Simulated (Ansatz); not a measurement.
Relaxation of a randomly generated symmetric cell of Be (space group No. 164); 2 atoms in the cell, which starts as P-3m1 (No. 164), hP2; a = b = 2.9586 Å, c = 2.4534 Å, α = β = 90.00°, γ = 120.00°. All values below come from PBE (plane waves to 420 eV, PAW, scalar-relativistic; Ansatz, a quantum-chemistry and plane-wave program). Γ-centred k-mesh 13×13×13 on the run's cell (coarser than for final values), Fermi–Dirac smearing 0.05 eV. This is the first round of the run. 

The optimiser's lines from the output (shortened; P is positive under compression):

```
relax step   1: F+E_penalty+E_count = -183.56607060 eV  Δ(F+E_penalty+E_count) = +0.000e0 eV  max|allowed force component| = 4.210e0 eV/Å  Δτ_max = 0.0000 Å  P = +14.640 GPa  Ω = 18.599 Å³  (5 SCF iters, dr2 threshold 1.00e-7 eV, accepted)
relax step   2: F+E_penalty+E_count = -184.53628830 eV  Δ(F+E_penalty+E_count) = -9.702e-1 eV  max|allowed force component| = 9.599e-1 eV/Å  Δτ_max = 0.1890 Å  P = +11.005 GPa  Ω = 17.440 Å³  (5 SCF iters, dr2 threshold 2.00e-7 eV, accepted)
relax step   3: F+E_penalty+E_count = -184.61780422 eV  Δ(F+E_penalty+E_count) = -8.152e-2 eV  max|allowed force component| = 3.288e-2 eV/Å  Δτ_max = 0.0412 Å  P = +4.222 GPa  Ω = 18.326 Å³  (5 SCF iters, dr2 threshold 2.00e-7 eV, accepted)
relax step   4: F+E_penalty+E_count = -184.62509563 eV  Δ(F+E_penalty+E_count) = -7.291e-3 eV  max|allowed force component| = 3.118e-3 eV/Å  Δτ_max = 0.0017 Å  P = +1.013 GPa  Ω = 18.767 Å³  (5 SCF iters, dr2 threshold 2.00e-7 eV, accepted)
relax step   5: F+E_penalty+E_count = -184.62672055 eV  Δ(F+E_penalty+E_count) = -1.625e-3 eV  max|allowed force component| = 7.209e-2 eV/Å  Δτ_max = 0.0037 Å  P = +0.522 GPa  Ω = 18.938 Å³  (3 SCF iters, dr2 threshold 2.00e-7 eV, accepted)
relax step   6: F+E_penalty+E_count = -184.62790579 eV  Δ(F+E_penalty+E_count) = -1.185e-3 eV  max|allowed force component| = 7.447e-4 eV/Å  Δτ_max = 0.0035 Å  P = +0.021 GPa  Ω = 19.126 Å³  (3 SCF iters, dr2 threshold 2.00e-7 eV, accepted)
relax step   7: F+E_penalty+E_count = -184.63375465 eV  Δ(F+E_penalty+E_count) = -5.849e-3 eV  max|allowed force component| = 2.826e-2 eV/Å  Δτ_max = 0.0016 Å  P = -0.172 GPa  Ω = 19.312 Å³  (3 SCF iters, dr2 threshold 2.00e-7 eV, accepted)
relax step   8: F+E_penalty+E_count = -184.65230581 eV  Δ(F+E_penalty+E_count) = -1.855e-2 eV  max|allowed force component| = 6.395e-2 eV/Å  Δτ_max = 0.0024 Å  P = +0.596 GPa  Ω = 19.700 Å³  (5 SCF iters, dr2 threshold 2.00e-7 eV, accepted)
relax step   9: F+E_penalty+E_count = -184.65359059 eV  Δ(F+E_penalty+E_count) = -1.285e-3 eV  max|allowed force component| = 1.659e-2 eV/Å  Δτ_max = 0.0030 Å  P = -0.146 GPa  Ω = 19.651 Å³  (4 SCF iters, dr2 threshold 2.00e-7 eV, accepted)
relax step  10: F+E_penalty+E_count = -184.65459042 eV  Δ(F+E_penalty+E_count) = -9.998e-4 eV  max|allowed force component| = 1.320e-3 eV/Å  Δτ_max = 0.0009 Å  P = +0.024 GPa  Ω = 19.710 Å³  (3 SCF iters, dr2 threshold 2.00e-7 eV, accepted)
relax step  11: F+E_penalty+E_count = -184.65459349 eV  Δ(F+E_penalty+E_count) = -3.067e-6 eV  max|allowed force component| = 1.095e-4 eV/Å  Δτ_max = 0.0001 Å  P = -0.003 GPa  Ω = 19.711 Å³  (3 SCF iters, dr2 threshold 2.43e-8 eV, accepted)
relax step  12: F+E_penalty+E_count = -184.65501650 eV  Δ(F+E_penalty+E_count) = -4.230e-4 eV  max|allowed force component| = 1.102e-4 eV/Å  Δτ_max = 0.0000 Å  P = +0.022 GPa  Ω = 19.711 Å³  stress off target by 3.40e-2 GPa  SCF on the basis re-selected at this cell (its energy is not comparable with the rows above)  (5 SCF iters)
relax step  13: F+E_penalty+E_count = -184.65501641 eV  Δ(F+E_penalty+E_count) = +9.434e-8 eV  max|allowed force component| = 1.109e-5 eV/Å  Δτ_max = 0.0000 Å  P = -0.004 GPa  Ω = 19.719 Å³  (3 SCF iters, dr2 threshold 2.88e-9 eV, accepted)
relax step  14: F+E_penalty+E_count = -184.65501753 eV  Δ(F+E_penalty+E_count) = -1.127e-6 eV  max|allowed force component| = 1.105e-5 eV/Å  Δτ_max = 0.0000 Å  P = -0.004 GPa  Ω = 19.719 Å³  stress off target by 4.27e-3 GPa  SCF on the basis re-selected at this cell (its energy is not comparable with the rows above)  (6 SCF iters)
```

From the first to the last row the energy changes by -0.54 eV/atom and the volume by +6.0 %. The last row is marked as not comparable with the walk above it, whose basis was carried along; it does compare with step 1, since both stand on a basis selected at the nominal cutoff for their own cell.

Later rounds, restarted from the end of this one on a renewed k-mesh, logged 9 more steps and released under 0.01 eV/atom more. The final structure after all rounds: P6₃/mmc (No. 194), hP2; a = 3.1036 Å, b = 3.1036 Å, c = 2.3405 Å, α = 90.00°, β = 90.00°, γ = 120.00°. Between re-selections the logged energies stand on a plane-wave basis carried along with the cell. No spin polarisation in the result.

The run could not lose the symmetry of its start.
